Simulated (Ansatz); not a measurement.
TiSi$_{2}$ in space group Cmcm (No. 63; Si on 4c, Si on 4c, Ti on 4c) under volume change, the program Ansatz at the LDA level (PAW), shape and atoms relaxed at each volume.

```tsv
V (Å³/atom)	E − E(relaxed) (meV/atom)	P (GPa)
12.376	58.4	16.58
12.784	24.5	10.16
13.192	5.8	4.69
13.600	0.0	0.00
14.008	5.2	-3.97
14.416	19.7	-7.34
14.824	42.2	-10.25
```

### Question
What does a third-order Birch–Murnaghan fit give for V₀, B₀ and B′?

### Answer
V₀ = 13.60 Å³/atom, B₀ = 143 GPa, B′ = 4.3.

The cell was relaxed with LDA under the symmetry of its start; of distortions, only those at the zone centre were tested. The run is not spin-polarised.

Potentials: the later of the program's two PAW sets.
